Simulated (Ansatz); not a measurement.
P: from a starting cell to a relaxed one

The start is a relaxed P cell displaced along its unstable phonon at q = (0, 0, ½) of its primitive reciprocal cell (42i cm⁻¹), largest move 0.15 Å. Cell shape, volume and atoms are optimised at zero target pressure with r2SCAN (plane waves to 500 eV, PAW, scalar-relativistic; Ansatz, a quantum-chemistry and plane-wave program). The first steps use a coarse 11×11×5 k-mesh.

Input geometry:
```
P
1.0
    3.08355     0.00000     0.00000
    0.00000     3.08355     0.00000
    0.00000     0.00000     7.63635
P
4
Direct
  0.00000   0.45135   0.19632
  0.00000   0.54865   0.69632
  0.50000   0.95135   0.30368
  0.50000   0.04865   0.80368
```

Task: What is the largest force in the starting geometry, and on which atom (counted from 1)?

Result: 0.25 eV/Å, on P1, P2, P3, P4 (atoms numbered as listed).

Task: By how much does the energy per atom fall from start to end?

Result: 0.04 eV/atom.

Task: Is the parent structure recovered?

Result: It does not go back: it reaches Cmcm (No. 63), 0.04 eV/atom below the parent.

Task: How do the shortest distances between atoms change?

Result: The closest pairs of elements (up to four, under 3.6 Å), start → end: P–P 2.33 → 2.34 Å.

Task: What band gap does the relaxed structure have at this level?

Result: No gap (metallic).

Task: What does it relax into? Give the structure.

Result: 
Space group Cmcm (No. 63); a = 3.071 Å, b = 7.373 Å, c = 3.073 Å, α = β = γ = 90.00°

```csv
atom,site,symmetry,x,y,z
P,4c,m2m,0.0000,0.3096,0.2500
```
(The calculation used a cell of 2 atoms; values per cell refer to that cell.)

Final values are on a 16×16×15 k-mesh of the relaxed cell. No spin polarisation in the result.

The run could not lose the symmetry of its start, so the end can be a saddle point.

The relaxed structure here is a generated cell of P: the first start was made by placing the elements on the sites of a structure type, and the end was not matched to a known phase here, so it may be hypothetical. Known forms of P include space group No. 64.
